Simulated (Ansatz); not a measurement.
Elastic constants of GaSb (F-43m) under pressure

```
Ga Sb
1.0
     0.00000    3.02535    3.02535
     3.02535    0.00000    3.02535
     3.02535    3.02535    0.00000
Ga Sb
1 1
Direct
  0.00000 0.00000 0.00000
  0.75000 0.75000 0.75000
```

This is the zero-pressure cell. At each pressure cell and atoms are relaxed in this structure, and the constants are slopes of the stress at strains of ±0.005 with relaxed ions (the coefficients that govern stability under load). Level: LDA, PAW on Ansatz 0.2.0's default frozen-core files (fitted under PBE), scalar-relativistic; k mesh 14×14×14, strains of ±0.005, Fermi-Dirac smearing of 0.100 eV, cutoff 420 eV. P is the pressure of the relaxed cell, less that of this one.

```
P (GPa)    V/V₀  C11 (GPa)  C12 (GPa)  C44 (GPa)
   0.00  1.0000       86.2       39.8       41.4
   1.03       ?          ?          ?          ?
   2.04  0.9666       96.1       49.2       43.4
   4.03  0.9392      105.3       58.3       44.8
   7.03  0.9047      118.0       71.5       46.0
  10.02  0.8762      129.9       84.3       46.4
  15.04  0.8369      148.4      105.2       45.4
```

Q: Does the bulk modulus from the constants agree with the pressure-volume curve?

A: A third-order Birch-Murnaghan fit to the volumes shown (F against f, f = [(V₀/V)^(2/3) − 1]/2) gives B₀ = 55.4 GPa and B′ = 4.7. Its −V dP/dV stands beside (C11 + 2C12)/3:

```
P (GPa)  from P(V)  from the constants
   0.00       55.4                55.3
   2.04       64.8                64.8
   4.03       73.8                73.9
   7.03       86.9                87.0
  10.02       99.6                99.5
  15.04      120.4               119.6
```

Q: What are the pressure derivatives at zero pressure?

A: Slopes at V₀ of quadratic fits in −ln(V/V₀) through the first four rows shown, divided by B₀: dC11/dP = 5.0, dC12/dP = 4.6, dC44/dP = 1.2. The mean slopes up to 4.0 GPa are 4.7, 4.6, 0.8; curvature and scatter of the constants part the two. The combination (dC11/dP + 2 dC12/dP)/3 = 4.8 stands against B′.

Q: Fill the row at 1.03 GPa.

A: Cubic fits in −ln(V/V₀) through all rows shown give C11 = 91.3, C12 = 44.6, C44 = 42.5 GPa. Computed: V/V₀ = 0.9823, C11 (GPa) = 91.2, C12 (GPa) = 44.6, C44 (GPa) = 42.5.

Q: Does a shear stiffness soften?

A: C44 goes from 41.4 to 45.4 GPa, through a maximum of 46.4 near 10 GPa; (C11 − C12)/2 goes from 23.2 to 21.6 GPa, through a maximum of 23.5 near 4 GPa. (C11 − C12)/2 softens under pressure, though the lattice stays mechanically stable over this range.

Known limits: no other phase was computed; many crystals of this kind change structure within this range, and rows or crossings beyond such a change describe a metastable lattice; frozen-core PAW files fitted under PBE, their cores solved anew for the functional of the run; the gap is closed or tiny at this level, so small that the run used smearing; responses move with mesh and smearing; phonons weren't checked at these pressures.
